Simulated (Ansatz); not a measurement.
# BiTe: a vibration from a frozen displacement

All numbers below come from DFT r2SCAN, scalar-relativistic, plane waves, PAW (Ansatz). Settings: plane waves to 500 eV, k-mesh 14×14×14 (Γ-centred), Gaussian smearing 0.15 eV. Spin–orbit coupling is left out, which matters for the heavy elements here. No spin polarisation. Energies are free energies at this smearing, counted from the undisturbed cell; pressure is positive in compression.

Reference structure (as given, not relaxed at this level; it stands at 0.0 GPa, and it needn't be the usual structure):

```
Bi Te
1.0
     0.00000    3.23500    3.23500
     3.23500    0.00000    3.23500
     3.23500    3.23500    0.00000
Bi Te
1 1
Cartesian
  0.0000 0.0000 0.0000
  3.2350 3.2350 3.2350
```

Every Bi atom is moved by x along the Cartesian unit vector (1.000, 0.000, 0.000); the cell and all other atoms stay fixed. The cell's volume is 67.71 Å³; the moved atoms weigh 208.980 u together and the others 127.600 u. Some rows repeat others by symmetry and weren't run.

```
  x (Å)  ΔE (meV/cell) total force on the moved atoms along the move (eV/Å) pressure (GPa)
-0.2000          51.63                                                0.5274          0.7232
-0.1750          39.31                                                0.4581          0.5469
-0.1500          28.72                                                0.3891          0.3965
-0.1250          19.84                                                0.3213          0.2709
-0.1000          12.64                                                0.2549          0.1691
-0.0750           7.09                                                0.1899          0.0905
-0.0500           3.14                                                0.1259          0.0346
-0.0250           0.78                                                0.0628          0.0012
 0.0000           0.00                                                0.0000         -0.0099
 0.0250           0.78                                               -0.0628          0.0012
 0.0500           3.14                                               -0.1259          0.0346
 0.0750           7.09                                               -0.1899          0.0905
 0.1000          12.64                                               -0.2549          0.1691
 0.1250          19.84                                               -0.3213          0.2709
 0.1500          28.72                                               -0.3891          0.3965
 0.1750          39.31                                               -0.4581          0.5469
 0.2000          51.63                                               -0.5274          0.7232
```

Question: What frequency belongs to this motion?

Answer: The force constant is k = −dF/dx = 2.512 eV/Å², from the parabola through x = -0.0250, 0 and 0.0250. In every cell the moved atoms swing against the rest, so the mass is μ = m₁m₂/(m₁ + m₂) = 79.226 u, and ν̃ = 521.5 cm⁻¹ × √(|k|/μ) = 93 cm⁻¹. To first order in x, and within 1 %, the force on every atom lies along the move and, within each of the two groups, in proportion to the atom's mass, so this is itself a mode at the zone centre of this cell.

Question: How far does the harmonic law reach?

Answer: At x = -0.200 Å, kx²/2 = 50.24 meV against the computed 51.63 meV (+2.8 %): the well is still close to harmonic there.

Question: The pressure changes with x². What does that say about the frequency under compression?

Answer: With E = k(V)x²/2, k ∝ V^(−2γ) and x scaling with the cell as V^(1/3), P − P0 = −∂E/∂V = (2γ − 2/3) ΔE/V. At x = 0.0500 Å, V(P − P0) = 67.71 × 0.04448 / 160.2 eV = 18.80 meV and ΔE = 3.14 meV, so γ = 1/3 + V(P − P0)/(2ΔE) = 3.33. This is the Grüneisen parameter of the motion under uniform scaling of the cell: shrinking the cell evenly by 1 % in volume raises the frequency by about 3.33 %.

In a metal these slopes depend on the k mesh and the smearing.